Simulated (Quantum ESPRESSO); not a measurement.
# Si3BC3N: a curve over strain

A calculation, not a measurement. The program is pw.x of Quantum ESPRESSO 7.5 (plane-wave density functional theory). The cell is made up: 8 atoms on a zincblende/diamond lattice, with randomly drawn elements, strain and displacements, not relaxed. PseudoDojo standard norm-conserving files (v0.5 for PBE, v0.4.1 for LDA and PBEsol) set the functional; there is no spin polarisation, spin-orbit coupling or dispersion term, and the masses in the input are unused placeholders.

Seven runs add a strain to one cell (the same along x and y); the atoms follow the cell and are not relaxed. Stress in the table is positive in tension.

Input of the run at +0.0009:

```
&control calculation='scf', pseudo_dir='./dojo.nc.sr.pbe.v0_5.standard.upf', outdir='./o', disk_io='medium', tprnfor=.true., tstress=.true. /
&system ibrav=0, nat=8, ntyp=4, nbnd=22, ecutwfc=84.00895049, nosym=.true., tot_charge=0,
 occupations='smearing', smearing='fd', degauss=0.0018374661
/
&electrons conv_thr=7.350e-09, electron_maxstep=60, /
ATOMIC_SPECIES
B 1.0 B.upf
C 1.0 C.upf
N 1.0 N.upf
Si 1.0 Si.upf
CELL_PARAMETERS angstrom
4.3149 0.0 0.0
0.0 4.3149 0.0
0.0 0.0 4.311
ATOMIC_POSITIONS angstrom
Si 0.0053 -0.1171 0.0004
Si 0.0734 2.2569 2.1612
Si 2.0676 -0.05 2.0685
B 2.193 2.013 -0.1466
C 1.066 1.0224 1.0537
C 1.1058 3.2586 3.1811
C 3.2942 1.0958 3.35
N 3.2635 3.2737 1.0009
K_POINTS automatic
4 4 4 1 1 1
```

| added strain | free energy less that of the input shown (eV) | stress xx (GPa) | stress yy (GPa) | stress zz (GPa) | stress xy (GPa) | pressure (GPa) | next band up at Gamma (eV) | iterations |
| --- | --- | --- | --- | --- | --- | --- | --- | --- |
| -0.0222 | -0.0460 | -5.19 | -3.13 | 0.17 | -6.09 | 2.72 | 0.818 | 12 |
| -0.0179 | -0.0582 | -2.74 | -0.76 | 1.36 | -6.11 | 0.72 | 0.812 | 12 |
| -0.0128 | -0.0605 | 0.06 | 1.95 | 2.71 | -6.12 | -1.58 | 0.803 | 12 |
| +0.0009 | 0.0000 | 7.04 | 8.68 | 6.01 | -6.14 | -7.24 | 0.773 | 12 |
| +0.0081 | 0.0694 | 10.40 | 11.91 | 7.55 | -6.15 | -9.95 | 0.753 | 13 |
| +0.0142 | 0.1459 | 13.08 | 14.50 | 8.76 | -6.14 | -12.12 | 0.735 | 13 |
| +0.0226 | 0.2785 | 16.55 | 17.84 | 10.30 | -6.13 | -14.90 | 0.707 | 13 |

A cubic fit gives a slope of stress xx against the added strain of 484 GPa at zero added strain, with the atoms clamped. Across the table the free energy follows the integral of the stress to within 1.4 meV. A rerun of one of the cells at 1437 eV and a 6 x 6 x 6 mesh moved values by no more than 0.005 eV in energy, 0.03 GPa in stress and 0.003 eV/Å in force. The band column is the level of band 17 at Gamma less that of band 16, whose number is half the electron count, rounded up; it comes from a band step after each run.